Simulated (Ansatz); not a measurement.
ScIr (CsCl type)

```
CELL_PARAMETERS angstrom
      6.32414     0.00000     0.00000
      0.00000     3.16207     0.00000
      0.00000     0.00000     3.16207
ATOMIC_POSITIONS crystal
  Sc 0.25000 0.50000 0.50000
  Sc 0.75000 0.50000 0.50000
  Ir 0.00000 0.00000 0.00000
  Ir 0.50000 0.00000 0.00000
```

A phonon eigenvector at X = (0.5, 0.0, 0.0) is frozen into this cell: atom i moves by Q times the vector below, so Q is the largest atomic displacement, in Å. The cell is held. (q is in reciprocal vectors of the primitive cell; the cell shown is doubled to hold the pattern.)

```
atom       x      y      z
----  ------  -----  -----
Ir3    1.000  0.000  0.000
Ir4   -1.000  0.000  0.000
```

Atoms not listed stay in place.

Computed with LDA (plane waves to 420 eV, PAW, scalar-relativistic; Ansatz, a first-principles code). k mesh 8×15×15 (Γ-centred), Fermi-Dirac smearing 0.05 eV. The energy includes the smearing's −TS. With partly filled bands, energies and forces of such displacements shift with the k mesh and the smearing. ScIr is run without spin polarisation. ScIr was relaxed with its symmetry unable to fall. Spin-orbit coupling is left out, though Ir is heavy. The zero of ΔE is the undisplaced structure.

Question: Predict the ΔE (eV/cell) at Q (Å) = -0.067, -0.050, -0.017, 0.050, 0.083.

Answer: 
```tsv
Q (Å)	ΔE (eV/cell)
-0.067	0.058
-0.050	0.033
-0.017	0.004
0.050	0.033
0.083	0.092
```

(For displaced atoms, the force is minus the slope of the energy, and its curvature is a force constant, which sets phonon frequencies.)
